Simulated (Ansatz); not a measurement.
In LDA in the plane-wave PAW code Ansatz, La in the dhcp (α-La type) structure (P6_3/mmc) relaxes to a = 3.584 Å, c = 11.561 Å.

Electronic character: metallic (no gap).

The LDA relaxation kept the symmetry of its start. Axis ratios of metals converge slowly with the k-mesh, so a and c are less sure than the volume. Scalar-relativistic: spin–orbit coupling is off unless named, which matters more the heavier the elements.

Potentials: the earlier of the program's two PAW sets.
